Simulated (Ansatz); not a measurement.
Data:

B6As:
```cif
data_As2B12
_chemical_formula_sum 'B12 As2'
_space_group_name_H-M_alt 'P 1'
_space_group_IT_number 1
_cell_length_a 5.31604
_cell_length_b 5.31604
_cell_length_c 5.31604
_cell_angle_alpha 70.446
_cell_angle_beta 70.446
_cell_angle_gamma 70.446
loop_
_space_group_symop_operation_xyz
  'x, y, z'
loop_
_atom_site_label
_atom_site_type_symbol
_atom_site_fract_x
_atom_site_fract_y
_atom_site_fract_z
_atom_site_occupancy
B1 B 0.01508 0.01508 0.32495 1
B2 B 0.98492 0.98492 0.67505 1
B3 B 0.32495 0.01508 0.01508 1
B4 B 0.67505 0.98492 0.98492 1
B5 B 0.01508 0.32495 0.01508 1
B6 B 0.98492 0.67505 0.98492 1
B7 B 0.82174 0.27274 0.82174 1
B8 B 0.17826 0.72726 0.17826 1
B9 B 0.82174 0.82174 0.27274 1
B10 B 0.17826 0.17826 0.72726 1
B11 B 0.27274 0.82174 0.82174 1
B12 B 0.72726 0.17826 0.17826 1
As1 As 0.60036 0.60036 0.60036 1
As2 As 0.39964 0.39964 0.39964 1
```

This is the r²SCAN-relaxed structure.

All from r²SCAN (plane waves, PAW; program Ansatz), unless another level is named. Estimate the electron effective mass with spin–orbit coupling.

0.16, 0.55, 0.91 mₑ (principal values).

Predict the band gap.

2.88 eV (indirect).

Give the smallest direct gap on the standard path.

2.97 eV.

And the HSE06 gap on the r²SCAN cell?

3.40 eV.

Next, the conduction-band minimum?

at L (3 equivalent valleys).

Space group R-3m. The first step of the workflow began from a Materials Project structure, measured or hypothetical; the Crystallography Open Database copy checked does not list it. Whether it is the stable phase at ambient conditions was not checked. The cell was relaxed with r²SCAN under the symmetry of its start; of distortions, only those at the zone centre were tested. Spin–orbit coupling is left out wherever it is not named.

Potentials: the later of the program's two PAW sets.
